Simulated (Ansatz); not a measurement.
Be₅Au: enthalpy against pressure

Be₅Au, F-43m, a = 6.098 Å. The structure is a COD entry; whether it is the stable form wasn't checked. Ansatz: r2SCAN, PAW, 500 eV, Γ-centred 10×10×10 mesh on 6 atoms, Gaussian smearing 0.10 eV; no spin polarisation. Cell and atoms are relaxed at each pressure, and no other structure is tried, so the rows at high pressure may lie past a change of phase. y is the enthalpy over the state at zero pressure; there V0 = 9.446 Å³/atom. The pressures are the targets, met within 0.07 GPa.

| P (GPa) | y (eV/atom) |
| --- | --- |
| -2.0 | -0.1188 |
| 0.0 | 0.0000 |
| 2.0 | 0.1171 |
| 5.0 | 0.2900 |
| 10.0 | ? |
| 20.0 | 1.1117 |
| 40.0 | 2.1225 |

Task: Fit y = c1 P + c2 P² + c3 P³ to the other rows, say what c1 and c2 mean, and predict the missing value.

Result: Least squares on the rows shown. y = 0.058936 P − 0.00018836 P² + 1.0380×10⁻⁶ P³. Since dH/dP = V, c1 is V0: 0.058936 eV/GPa × 160.2 = 9.442 Å³ against 9.446; c2 = −V0/(2B0) gives B0 = 156 GPa, where a Birch–Murnaghan fit to the volumes of the same runs (not shown) gives 145 GPa: a cubic over this range folds the higher terms into c2. At P = 10.0 the fit asked for gives 0.5716 eV/atom. The run gave 0.5712 eV/atom, so the fit is 0.0004 eV/atom too high, a small miss on the scale of the series.

The mesh isn't the same in all rows (10×10×10, 12×12×12). Spin–orbit coupling is left out, which can shift energies with elements as heavy as these.